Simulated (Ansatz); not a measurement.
The relaxed structure here is a generated cell of HfO2: the first start was made by placing the elements on the sites of a structure type, and the end was not matched to a known phase here, so it may be hypothetical. Known forms of HfO2 include space group No. 14, 29, 137, 225.

A relaxed structure of HfO2. Computed with r2SCAN (plane waves to 500 eV, PAW, scalar-relativistic; Ansatz, a first-principles code).

```xyz
12
Lattice="5.1601 0.0000 0.0000 0.0000 5.1601 0.0000 0.0000 0.0000 5.1601" Properties=species:S:1:pos:R:3 pbc="T T T"
Hf     0.0000     0.0000     0.0000
Hf     2.5801     2.5801     0.0000
Hf     0.0000     2.5801     2.5801
Hf     2.5801     0.0000     2.5801
O      1.7159     1.7159     1.7159
O      4.2960     0.8641     3.4442
O      3.4442     4.2960     0.8641
O      0.8641     3.4442     4.2960
O      3.4442     3.4442     3.4442
O      0.8641     4.2960     1.7159
O      1.7159     0.8641     4.2960
O      4.2960     1.7159     0.8641
```

**Question.** Determine the symmetry and give the standard cell with its independent sites.

**Answer.** Space group Pa-3 (No. 205); a = b = c = 5.1601 Å, α = β = γ = 90.00°

```csv
atom,site,symmetry,x,y,z
Hf,4a,.-3.,0.0000,0.0000,0.0000
O,8c,.3.,0.3325,0.3325,0.3325
```

**Question.** Give the shortest distances between elements (the closest pairs, up to four, under 3.6 Å).

**Answer.** Hf–O 2.11 Å; O–O 2.72 Å.

```json
{
  "volume_per_atom": "11.45 Å³",
  "band_gap": "4.41 eV, indirect (valence top at Γ, conduction bottom at R) (no spin-orbit coupling)",
  "smallest_direct_gap": "4.95 eV at Γ"
}
```

No spin polarisation in the result.

The run could not lose the symmetry of its start, so the end can be a saddle point.
